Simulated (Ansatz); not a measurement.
Here is the system:

LuSi₂Os₂:
```
CELL_PARAMETERS angstrom
     -2.07292     2.07292     4.73653
      2.07292    -2.07292     4.73653
      2.07292     2.07292    -4.73653
ATOMIC_POSITIONS crystal
  Os 0.75000 0.25000 0.50000
  Os 0.25000 0.75000 0.50000
  Lu 0.00000 0.00000 0.00000
  Si 0.37215 0.37215 0.00000
  Si 0.62785 0.62785 0.00000
```

This is the r²SCAN-relaxed structure.

### Question
All from plane-wave PAW r²SCAN (Ansatz code), unless another level is named. Estimate the electronic character.

### Answer
metallic (no gap).

### Question
Next, the formation energy from the elements (no fitted shifts)?

### Answer
-0.74 eV/atom.

### Question
What about the density of states at the Fermi level?

### Answer
0.52 states/eV per atom (mean over ±0.08 eV).

Space group I4/mmm. The workflow started from an entry of the Crystallography Open Database (COD). Its standing as an ambient phase is unchecked. The r²SCAN relaxation kept the symmetry of its start; its stability against distortions is not shown here. The run is not spin-polarised. The references are the lowest solids computed at this level, not always the standard phases. Spin–orbit coupling is left out wherever it is not named.

Potentials: the later of the program's two PAW sets.
